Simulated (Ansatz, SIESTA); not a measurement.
Given: the input of a run of Ansatz 0.2.0 on CsLiCr2Te2S3. The cell comes from a database or a generator and needn't be the stable form of this composition.

The input input.yaml:

```yaml
crystal:
  lattice:
    - [7.05684, 0.0, 0.00788]
    - [0.0, 3.9806, 0.0]
    - [-2.68302, 0.0, 8.67869]
  atoms:
    - { symbol: Cs, position: [0.07739, 0.0, 0.37706] }
    - { symbol: Li, position: [0.86424, 0.5, 0.78883] }
    - { symbol: Cr, position: [0.12646, 0.0, 0.94616], spin: 3.0 }
    - { symbol: Cr, position: [0.5929, 0.5, 0.97165], spin: 3.0 }
    - { symbol: Te, position: [0.50838, 0.0, 0.1527] }
    - { symbol: Te, position: [0.55612, 0.0, 0.74893] }
    - { symbol: S, position: [0.87426, 0.0, 0.68502] }
    - { symbol: S, position: [0.25176, 0.5, 0.84402] }
    - { symbol: S, position: [0.96294, 0.5, 0.05357] }
hamiltonian:
  xc: pbe
  pseudopotentials: { kind: paw }
magnetization:
  spin_polarized: true
kpoints:
  mp_grid: { grid: [4, 7, 3] }
scf:
  occupations: { method: fermi_dirac, width: 0.05 }
output:
  forces: true
  stress: true
  eigenvalues: true
```

Potentials or basis: Ansatz PAW.

Run with:

```bash
$ ansatz run input.yaml --threads 8 --pin off --max-ram 20480MiB --backend cpu --events-out ev --progress --plain --runs-dir out
```

Set up the same calculation for SIESTA 5.4.2. Potentials or basis there: files PseudoDojo sr-pbe-0.4.1-standard, DZP (energy shift 0.003 Ry; two zetas on semicore shells; d shell added on Cs).

As run (cutoffs and basis follow the program's own potentials, and thresholds, step limits or extra output files can differ):

File CsLiCr2Te2S3.fdf:

```
SystemName                      CsLiCr2Te2S3
SystemLabel                     CsLiCr2Te2S3
NumberOfSpecies                 5
NumberOfAtoms                   9
%block ChemicalSpeciesLabel
  1  55 Cs
  2   3 Li
  3  24 Cr
  4  52 Te
  5  16 S
%endblock ChemicalSpeciesLabel

LatticeConstant                 1.0 Ang
%block LatticeVectors
     7.0568400000     0.0000000000     0.0078800000
     0.0000000000     3.9806000000     0.0000000000
    -2.6830200000     0.0000000000     8.6786900000
%endblock LatticeVectors
AtomicCoordinatesFormat         Fractional
%block AtomicCoordinatesAndAtomicSpecies
     0.0773900000     0.0000000000     0.3770600000  1  Cs
     0.8642400000     0.5000000000     0.7888300000  2  Li
     0.1264600000     0.0000000000     0.9461600000  3  Cr
     0.5929000000     0.5000000000     0.9716500000  3  Cr
     0.5083800000     0.0000000000     0.1527000000  4  Te
     0.5561200000     0.0000000000     0.7489300000  4  Te
     0.8742600000     0.0000000000     0.6850200000  5  S
     0.2517600000     0.5000000000     0.8440200000  5  S
     0.9629400000     0.5000000000     0.0535700000  5  S
%endblock AtomicCoordinatesAndAtomicSpecies

%block kgrid.MonkhorstPack
    4   0   0  0.0
    0   7   0  0.0
    0   0   3  0.0
%endblock kgrid.MonkhorstPack
XC.Functional                   GGA
XC.Authors                      PBE
PAO.BasisSize                   DZP
PAO.EnergyShift                 0.003 Ry
Mesh.Cutoff                     800 Ry
Spin                            polarized
%block DM.InitSpin
    1   0.000
    2   0.000
    3   3.000
    4   3.000
    5   0.000
    6   0.000
    7   0.000
    8   0.000
    9   0.000
%endblock DM.InitSpin
OccupationFunction              FD
ElectronicTemperature           0.05 eV
MaxSCFIterations                200
SCF.MustConverge                false
SCF.Mixer.Method                Pulay
SCF.Mixer.Weight                0.1
SCF.Mixer.History               10
SCF.DM.Tolerance                5.0e-05
SCF.H.Tolerance                 1.0e-03 eV
WriteForces                     true
Charge.Mulliken                 end
Charge.Hirshfeld                end
Charge.Voronoi                  end
SaveRho                         true
SaveElectrostaticPotential      true
%block PAO.PolarizationScheme
  Li non-perturbative
%endblock PAO.PolarizationScheme
%block PAO.Basis
  Cs 5
  n=5 0 2
    4.696 0.000
  n=6 0 2
    9.500 0.000
  n=5 1 2
    5.738 0.000
  n=6 1 1
    9.500
  n=5 2 1
    7.000
  Li 3
  n=1 0 2
    2.782 0.000
  n=2 0 2
    9.500 0.000
  n=2 1 1
    9.500
  Cr 5
  n=3 0 2
    2.885 0.000
  n=4 0 2
    8.703 0.000
  n=3 1 2
    3.267 0.000
  n=4 1 1
    8.703
  n=3 2 2
    6.381 0.000
  Te 4
  n=5 0 2
    5.635 0.000
  n=5 1 2
    7.297 0.000
  n=4 2 2
    3.260 0.000
  n=5 2 1
    7.297
%endblock PAO.Basis
Diag.ParallelOverK              true
```

Potentials or basis: PseudoDojo 0.4 standard (PBE files), converted to PSML, two zetas on semicore shells, DZP (energy shift 0.003 Ry; two zetas on semicore shells; d shell added on Cs).

Run with:

```sh
$ mpirun -n 4 siesta CsLiCr2Te2S3.fdf > CsLiCr2Te2S3.out 2>&1
```

Both were run:

|  | Ansatz | SIESTA |
| --- | --- | --- |
| Pressure | 0.0 GPa | 0.8 GPa |
| Net moment | 6.00 μB per cell | 6.00 μB per cell |

Ansatz's pressure holds a Pulay term of +0.02 GPa for its cutoff of 420 eV, which the other run lacks.

Where Ansatz's input types no cutoff or centring, it takes its own default and a Γ-centred mesh.

The magnetic state is the one that the start led to; the real crystal's order can differ.

Pressure is positive in compression.
